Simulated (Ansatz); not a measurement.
The start is a randomly generated symmetric cell of Fe (space group No. 221). The structure is fully relaxed (lattice and positions, P = 0) with r2SCAN (plane waves to 500 eV, PAW, scalar-relativistic; Ansatz, a program for electronic structure). The first steps use a coarse 9×9×9 k-mesh.

Input geometry:
```yaml
crystal:
  lattice:
    - [3.47024, 0.00000, 0.00000]
    - [0.00000, 3.47024, 0.00000]
    - [0.00000, 0.00000, 3.47024]
  atoms:
    - { symbol: Fe, position: [0.50000, 0.00000, 0.00000] }
    - { symbol: Fe, position: [0.00000, 0.50000, 0.00000] }
    - { symbol: Fe, position: [0.00000, 0.00000, 0.50000] }
```
Spin-polarised start, with parallel moments on Fe.

What pressure does the first self-consistent step give?

+5.7 GPa (positive: the cell is compressed).

How do the shortest distances between atoms change?

The closest pairs of elements (up to four, under 3.6 Å), start → end: Fe–Fe 2.45 → 2.49 Å.

Is the relaxed structure metallic? Give its gap.

No gap (metallic).

What magnetic moments remain?

Net 2.88 μB/atom, ferromagnetic.

The space group stays Pm-3m (No. 221) (the run could not lower it), with 3 atoms in the primitive magnetic cell. Final values are on a 13×13×13 k-mesh of the relaxed cell. Spin state reached: ferromagnetic (net 2.88 μB/atom), from parallel starting moments; other spin orders were not run from this start. r2SCAN tends to overstate moments in metals.

The run could not lose the symmetry of its start, so the end can be a saddle point.

All atoms sit on sites fixed by symmetry, so only the cell could relax.

The relaxed structure here is a generated cell of Fe: the first start was made by a random draw of sites in a space group, and the end was not matched to a known phase here, so it may be hypothetical. Known forms of Fe include space group No. 229.
